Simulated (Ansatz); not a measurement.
Input and output for Sn: DFT, PBE, all-electron LAPW, scalar-relativistic (Ansatz 0.2.0).

The cell comes from a relaxation on PAW files under the same functional, begun from a database entry that needn't be the ground state.

Command: `ansatz run input.yaml --threads 1 --pin off --max-ram 3072MiB --backend cpu --events-out ev --progress --plain --runs-dir out` It took 66 s on 1 thread of Arm Neoverse N1, with other jobs on the host, peak memory 0.54 GiB.

```yaml
crystal:
  lattice:
    - [0.0, 3.3278711423, 3.3278711423]
    - [3.3278711423, 0.0, 3.3278711423]
    - [3.3278711423, 3.3278711423, 0.0]
  atoms:
    - { symbol: Sn, position: [0.5, 0.5, 0.5] }
    - { symbol: Sn, position: [0.75, 0.75, 0.75] }
kpoints:
  mp_grid: { grid: [14, 14, 14] }
scf:
  occupations: { method: fermi_dirac, width: 0.05 }
hamiltonian:
  xc: pbe
  pseudopotentials: { kind: all_electron, lapw: { basis_error: 0.0005 } }
output:
  forces: true
  stress: true
  eigenvalues: true
```

Output:

```
LAPW: plane waves up to 8.222 Å⁻¹, error target 5.0e-4 eV per atom; small_component_spin mean_spin; Sn in spheres of 1.441 Å, 22 of its electrons in bands, Dirac shells [] (how accurate: hamiltonian.pseudopotentials.lapw.basis_error, Limitations)
Engine: ansatz 0.2.0
Pseudopotentials: kind: all_electron
Pseudopotential: Sn, LAPW, valence charge 22, lapw/all_electron/scalar/gaussian/Sn, Koelling and Harmon's equation, gaussian nucleus
Functional definition: PBE
  parameter kappa = 0.804
  parameter beta = 0.06672455060314922
  exchange = pbe_x(kappa = kappa, mu = beta*pi^2/3)
  correlation = pbe_c(beta = beta)
Crystal: 2 atoms, lattice volume = 73.711 Å³
Basis set: ecut = 257.584633996074 eV, 701 PW (Γ), exchange–correlation at level 2
Bands: 27, of which v1, the nominal top of the filled ones, is band 22 counted from 1 (21 counted from 0)
Symmetry: 48 space group operations
Space group: Fd-3m (ITA 227), of the structure as read, at distance tolerance 4.2e-5 Å
k-points: 104 of 2744
Non-local potential: Sn, projectors of the file, none
Initial density: superposition of atomic densities (chi_scale 0.1, normalization cell)
Initial wavefunctions: plane waves of lowest kinetic energy (no species holds an atomic orbital)
Functional: x = pbe(κ = 0.804, μ = 0.2195149727645171), c = pbe(β = 0.06672455060314922)
iter 1 solved again at ethr=6.02e-4 eV; its pass at ethr=1.00e-1 eV (dr2=2.65e-1 eV) is discarded
SCF iter   1: F=—  HF=-336178.904551 eV  |F-HF|=—  |Δ(HF+E_count)|=         —  Δρ=1.65e-2  dr2=2.67e-1  ethr=6.02e-4  ⟨swp⟩=2.9  Hψ=18155  notcnv=0
preconditioner: auto → none  [metal: Δε(μ)=0.018 eV  Ē_g=20.525 eV  σ=0.050 eV  W_gap=0.09  n_scr=14 (ndim 8)  ℏωp=22.9 eV  f_vac=0.151  D(μ)=0.18/eV (n_scr^D=0)  sad-step TF]
SCF iter   2: F=—  HF=-336178.890690 eV  |F-HF|=—  |Δ(HF+E_count)|=   1.39e-2  Δρ=1.18e-2  dr2=1.71e-1  ethr=6.02e-4  ⟨swp⟩=2.0  Hψ=7815  notcnv=0
iter 3 solved again at ethr=3.08e-6 eV; its pass at ethr=3.89e-4 eV (dr2=1.35e-3 eV) is discarded
SCF iter   3: F=—  HF=-336178.884689 eV  |F-HF|=—  |Δ(HF+E_count)|=   6.00e-3  Δρ=1.51e-3  dr2=1.38e-3  ethr=3.08e-6  ⟨swp⟩=2.6  Hψ=14140  notcnv=0
SCF iter   4: F=—  HF=-336178.870482 eV  |F-HF|=—  |Δ(HF+E_count)|=   1.42e-2  Δρ=5.75e-4  dr2=2.56e-4  ethr=3.08e-6  ⟨swp⟩=3.0  Hψ=8773  notcnv=0
SCF iter   5: F=—  HF=-336178.871161 eV  |F-HF|=—  |Δ(HF+E_count)|=         —  Δρ=1.05e-4  dr2=1.35e-5  ethr=5.81e-7  ⟨swp⟩=3.0  Hψ=8373  notcnv=0
the basis was enlarged: its passes take 188.8 KiB over the memory plan, 1 of 1 planned eigensolver slots
SCF iter   6: F=—  HF=-336178.871177 eV  |F-HF|=—  |Δ(HF+E_count)|=   1.53e-5  Δρ=1.37e-5  dr2=2.75e-7  ethr=3.07e-8  ⟨swp⟩=3.0  Hψ=8240  notcnv=0
SCF iter   7: F=-336178.871177 eV  HF=-336178.871177 eV  |F-HF|=4.60e-9  |Δ(HF+E_count)|=   8.32e-7  Δρ=1.78e-6  dr2=2.24e-9  ethr=6.24e-10  ⟨swp⟩=3.0  Hψ=8240  notcnv=0
SCF 1 converged in 7 iterations: F = -336178.871177 eV  dr2 = 2.24e-9
SCF converged after 7 iterations
Free energy (F): -336178.871177 eV
Harris-Foulkes:  -336178.871177 eV  (|F-HF|=4.60e-9)
Internal energy: -336178.869777 eV  (E = F + TS)
E sigma→0 (E₀):  -336178.870477 eV
Entropy (-TS):   -0.001400 eV (-0.700 meV/atom)
Fermi energy:    9.069280 eV
--- Per-component energies (eV) ---
  E_band       = -1603.786944
  E_kinetic    = 353566.266205
  E_xc         = -8994.916538
  E_electrostatic = -680750.219444  (all electrons and nuclei)
  E_smearing   = -0.001400  (= −TS)
  E_closure    = 0.000000  (closes the sum)
  E_atoms      = -336171.220692  (free atoms, spherical and without spin; not in F)
  Σ components = -336178.871177   (vs F -336178.871177, Δ=0.00e0)
  Basis errors (estimates in eV, not in F): energy 2.1e-4 per atom: plane waves 2.0e-4 (1.1e-4 summed), levels above the bands 1.2e-55, relativity 1.9e-9, radial functions 1.6e-5, core shells 1.8e-8; eigenvalues (radial functions only) 1.9e-7; not estimated: angular momenta, meshes, grids; target (lapw.basis_error) 5.0e-4; muffin-tin radii Sn 1.441 Å
--- Forces (eV/Å), atoms counted from 1 ---
  atom   1  Sn     0.00000000     0.00000000     0.00000000
  atom   2  Sn     0.00000000    -0.00000000     0.00000000
  max |Σ_I F_I| component: 1.16e-18 eV/Å
--- Stress (GPa, compression-positive) ---
       -0.011380      -0.000000       0.000000
       -0.000000      -0.011380       0.000000
        0.000000       0.000000      -0.011380
  P = ⅓ Tr σ = -0.0114 GPa (-0.114 kbar)
--- Band table (eV; the first three rows and the last of 104) ---
  k-point 0: bands = ["-120.3087", "-120.3067", "-76.0945", "-76.0945", "-76.0945", "-76.0846", "-76.0846", "-76.0846", "-12.4796", "-12.4796", "-12.4796", "-12.4300", "-12.4300", "-12.1773", "-12.1773", "-12.1773", "-12.1760", "-12.1760", "-1.0445", "7.9248", "9.1605", "9.1605", "9.1605", "11.2219", "11.2219", "11.2219", "14.0382"]
  k-point 1: bands = ["-120.3087", "-120.3067", "-76.0945", "-76.0945", "-76.0944", "-76.0846", "-76.0845", "-76.0845", "-12.4829", "-12.4829", "-12.4785", "-12.4255", "-12.4255", "-12.1890", "-12.1890", "-12.1786", "-12.1650", "-12.1650", "-0.9987", "7.4177", "9.0666", "9.0666", "9.3849", "11.3446", "11.3446", "11.3955", "14.2916"]
  k-point 2: bands = ["-120.3086", "-120.3068", "-76.0946", "-76.0946", "-76.0943", "-76.0848", "-76.0844", "-76.0844", "-12.4901", "-12.4901", "-12.4754", "-12.4151", "-12.4151", "-12.2012", "-12.2012", "-12.1823", "-12.1549", "-12.1549", "-0.8630", "6.5062", "8.8478", "8.8478", "9.4820", "11.6319", "11.6319", "11.9674", "14.8957"]
  k-point 103: bands = ["-120.3077", "-120.3077", "-76.0957", "-76.0957", "-76.0895", "-76.0895", "-76.0834", "-76.0834", "-12.5350", "-12.5350", "-12.3662", "-12.3662", "-12.3070", "-12.3070", "-12.2706", "-12.2706", "-12.1041", "-12.1041", "1.8493", "1.8493", "6.3596", "6.3596", "11.9677", "11.9677", "13.4217", "13.4217", "17.6797"]
```

Next run (no relativity), as changes to the input before:

```diff
   xc: pbe
-  pseudopotentials: { kind: all_electron, lapw: { basis_error: 0.0005 } }
+  pseudopotentials:
+    kind: all_electron
+    lapw: { basis_error: 0.0005 }
+    relativity: none
 output:
```

Results part of the output:

```
SCF 1 converged in 6 iterations: F = -327897.261655 eV  dr2 = 2.74e-8
SCF converged after 6 iterations
Free energy (F): -327897.261655 eV
Harris-Foulkes:  -327897.261655 eV  (|F-HF|=8.68e-8)
Internal energy: -327897.261564 eV  (E = F + TS)
E sigma→0 (E₀):  -327897.261610 eV
Entropy (-TS):   -0.000090 eV (-0.045 meV/atom)
Fermi energy:    9.470281 eV
--- Per-component energies (eV) ---
  E_band       = -1553.639720
  E_kinetic    = 327767.203632
  E_xc         = -8750.838339
  E_electrostatic = -646913.626858  (all electrons and nuclei)
  E_smearing   = -0.000090  (= −TS)
  E_closure    = 0.000000  (closes the sum)
  E_atoms      = -327889.174306  (free atoms, spherical and without spin; not in F)
  Σ components = -327897.261655   (vs F -327897.261655, Δ=0.00e0)
  Basis errors (estimates in eV, not in F): energy 2.2e-4 per atom: plane waves 2.0e-4 (1.2e-4 summed), levels above the bands 7.2e-54, relativity 0.0e0, radial functions 2.0e-5, core shells 1.5e-8; eigenvalues (radial functions only) 2.1e-7; not estimated: angular momenta, meshes, grids; target (lapw.basis_error) 5.0e-4; muffin-tin radii Sn 1.441 Å
--- Forces (eV/Å), atoms counted from 1 ---
  atom   1  Sn     0.00000000     0.00000000    -0.00000000
  atom   2  Sn     0.00000000    -0.00000000     0.00000000
  max |Σ_I F_I| component: 4.34e-19 eV/Å
--- Stress (GPa, compression-positive) ---
        0.205756       0.000000       0.000000
        0.000000       0.205756       0.000000
        0.000000       0.000000       0.205756
  P = ⅓ Tr σ = 0.2058 GPa (2.058 kbar)
--- Band table (eV; the first three rows and the last of 104) ---
  k-point 0: bands = ["-110.1986", "-110.1952", "-73.7051", "-73.7051", "-73.7051", "-73.6934", "-73.6934", "-73.6934", "-13.6092", "-13.6092", "-13.6092", "-13.5609", "-13.5609", "-13.3310", "-13.3310", "-13.3292", "-13.3292", "-13.3292", "-0.2775", "9.3083", "9.3083", "9.3083", "9.5333", "11.3374", "11.3374", "11.3374", "14.5262"]
  k-point 1: bands = ["-110.1986", "-110.1952", "-73.7051", "-73.7051", "-73.7050", "-73.6934", "-73.6933", "-73.6933", "-13.6121", "-13.6121", "-13.6081", "-13.5569", "-13.5569", "-13.3415", "-13.3415", "-13.3304", "-13.3194", "-13.3194", "-0.2312", "8.4008", "9.2138", "9.2138", "10.1265", "11.4616", "11.4616", "11.5664", "14.7500"]
  k-point 2: bands = ["-110.1985", "-110.1953", "-73.7052", "-73.7052", "-73.7048", "-73.6936", "-73.6932", "-73.6932", "-13.6185", "-13.6185", "-13.6051", "-13.5476", "-13.5476", "-13.3527", "-13.3527", "-13.3337", "-13.3101", "-13.3101", "-0.0936", "7.3368", "8.9946", "8.9946", "10.2521", "11.7507", "11.7507", "12.3042", "15.2839"]
  k-point 103: bands = ["-110.1969", "-110.1969", "-73.7065", "-73.7065", "-73.6992", "-73.6992", "-73.6919", "-73.6919", "-13.6601", "-13.6601", "-13.5023", "-13.5023", "-13.4493", "-13.4493", "-13.4162", "-13.4162", "-13.2638", "-13.2638", "2.6829", "2.6829", "6.4933", "6.4933", "12.3105", "12.3105", "13.5991", "13.5991", "17.8279"]
```

Next run (spin-orbit coupling on), as changes to the input before:

```diff
   xc: pbe
-  pseudopotentials:
-    kind: all_electron
-    lapw: { basis_error: 0.0005 }
-    relativity: none
+  pseudopotentials: { kind: all_electron, lapw: { basis_error: 0.0005 } }
 output:
   eigenvalues: true
+magnetization:
+  noncollinear: true
+  spin_orbit: true
```

Results part of the output:

```
SCF 1 converged in 7 iterations: F = -336277.184472 eV  dr2 = 2.50e-9
SCF converged after 7 iterations
Magnetization: |M| = 0.0000 μB,  M = (+0.0000, +0.0000, +0.0000) μB
Absolute magnetization: 0.0000 μB (∫|m|)
  site 0: m = (+0.0000, +0.0000, +0.0000) μB, |m| = 0.0000 μB  (R = 1.44 Å)
  site 1: m = (+0.0000, +0.0000, +0.0000) μB, |m| = 0.0000 μB  (R = 1.44 Å)
Free energy (F): -336277.184472 eV
Harris-Foulkes:  -336277.184472 eV  (|F-HF|=3.20e-9)
Internal energy: -336277.183322 eV  (E = F + TS)
E sigma→0 (E₀):  -336277.183897 eV
Entropy (-TS):   -0.001150 eV (-0.575 meV/atom)
Fermi energy:    9.100228 eV
--- Per-component energies (eV) ---
  E_band       = -1605.375879
  E_kinetic    = 354067.628881
[... lines left out ...]
  Basis errors (estimates in eV, not in F): energy 2.1e-4 per atom: plane waves 2.0e-4 (1.1e-4 summed), levels above the bands 2.1e-55, relativity 4.1e-8, radial functions 1.6e-5, core shells 1.8e-8; eigenvalues (radial functions only) 1.8e-7; not estimated: angular momenta, meshes, grids; target (lapw.basis_error) 5.0e-4; muffin-tin radii Sn 1.441 Å
--- Forces (eV/Å), atoms counted from 1 ---
  atom   1  Sn    -0.00000000    -0.00000000     0.00000000
  atom   2  Sn     0.00000000    -0.00000000    -0.00000000
  max |Σ_I F_I| component: 3.18e-18 eV/Å
--- Stress (GPa, compression-positive) ---
       -0.015858      -0.000000       0.000000
       -0.000000      -0.015858       0.000000
        0.000000       0.000000      -0.015858
  P = ⅓ Tr σ = -0.0159 GPa (-0.159 kbar)
--- Band table (eV; the first three rows and the last of 104) ---
  k-point 0: bands = ["-120.2555", "-120.2555", "-120.2535", "-120.2535", "-81.3179", "-81.3179", "-81.3106", "-81.3106", "-73.7537", "-73.7537", "-73.7537", "-73.7537", "-73.7422", "-73.7422", "-73.7422", "-73.7422", "-12.9770", "-12.9770", "-12.9770", "-12.9770", "-12.8960", "-12.8960", "-12.8960", "-12.8960", "-12.0509", "-12.0509", "-11.8794", "-11.8794", "-11.8794", "-11.8794", "-11.8410", "-11.8410", "-11.8410", "-11.8410", "-11.7371", "-11.7371", "-1.0375", "-1.0375", "7.9350", "7.9350", "8.7185", "8.7185", "9.3674", "9.3674", "9.3674", "9.3674", "10.8997", "10.8997", "11.3682", "11.3682", "11.3682", "11.3682", "14.0401", "14.0401"]
  k-point 1: bands = ["-120.2555", "-120.2555", "-120.2536", "-120.2536", "-81.3178", "-81.3178", "-81.3107", "-81.3107", "-73.7537", "-73.7537", "-73.7535", "-73.7535", "-73.7424", "-73.7424", "-73.7422", "-73.7422", "-12.9775", "-12.9775", "-12.9760", "-12.9760", "-12.8970", "-12.8970", "-12.8953", "-12.8953", "-12.0486", "-12.0486", "-11.8857", "-11.8857", "-11.8833", "-11.8833", "-11.8367", "-11.8367", "-11.8355", "-11.8355", "-11.7383", "-11.7383", "-0.9917", "-0.9917", "7.4126", "7.4126", "8.7627", "8.7627", "9.2705", "9.2705", "9.4497", "9.4497", "11.1017", "11.1017", "11.4813", "11.4813", "11.4935", "11.4935", "14.2935", "14.2935"]
  k-point 2: bands = ["-120.2554", "-120.2554", "-120.2536", "-120.2536", "-81.3176", "-81.3176", "-81.3109", "-81.3109", "-73.7538", "-73.7538", "-73.7531", "-73.7531", "-73.7428", "-73.7428", "-73.7421", "-73.7421", "-12.9789", "-12.9789", "-12.9730", "-12.9730", "-12.8999", "-12.8999", "-12.8934", "-12.8934", "-12.0418", "-12.0418", "-11.8992", "-11.8992", "-11.8918", "-11.8918", "-11.8275", "-11.8275", "-11.8248", "-11.8248", "-11.7419", "-11.7419", "-0.8561", "-0.8561", "6.5013", "6.5013", "8.6045", "8.6045", "9.0468", "9.0468", "9.4765", "9.4765", "11.4723", "11.4723", "11.7836", "11.7836", "11.9810", "11.9810", "14.8964", "14.8964"]
  k-point 103: bands = ["-120.2545", "-120.2545", "-120.2545", "-120.2545", "-81.3143", "-81.3143", "-81.3143", "-81.3143", "-73.7537", "-73.7537", "-73.7486", "-73.7486", "-73.7473", "-73.7473", "-73.7422", "-73.7422", "-12.9823", "-12.9823", "-12.9527", "-12.9527", "-12.9228", "-12.9228", "-12.8819", "-12.8819", "-11.9883", "-11.9883", "-11.9457", "-11.9457", "-11.8909", "-11.8909", "-11.8772", "-11.8772", "-11.7804", "-11.7804", "-11.7354", "-11.7354", "1.8328", "1.8328", "1.8769", "1.8769", "6.2615", "6.2615", "6.4311", "6.4311", "11.8325", "11.8325", "12.0695", "12.0695", "13.3920", "13.3920", "13.4550", "13.4550", "17.5097", "17.5097"]
```
